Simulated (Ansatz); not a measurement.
ScSi (CsCl type, Pm-3m) at seven volumes, the program Ansatz at the PBE level (PAW), scaled uniformly. One row is withheld.

| V (Å³/atom) | P (GPa) |
|---|---|
| 16.654 | 9.66 |
| 17.203 | ? |
| 17.752 | 2.80 |
| 18.301 | 0.00 |
| 18.850 | -2.40 |
| 19.399 | -4.45 |
| 19.948 | -6.22 |

Question: Fit the shown pressures and predict the withheld one.

Answer: P = (3/2)B₀(x^(7/2) − x^(5/2))[1 + (3/4)(B′ − 4)(x − 1)] with x = (V₀/V)^(2/3). Least squares on the six rows gives V₀ = 18.303 Å³/atom, B₀ = 85.4 GPa, B′ = 3.84. At V = 17.203, x = 1.0422 and P = 5.96 GPa. The run itself gave 6.03 GPa.

The cell is a constructed one: a structure type filled with these elements; neither database checked (COD, Materials Project) lists it. Whether it is the stable phase at ambient conditions was not checked. Symmetry was held in the PBE relaxation; whether a distortion lowers the energy is not shown. No spin polarisation was allowed.

Potentials: the earlier of the program's two PAW sets.
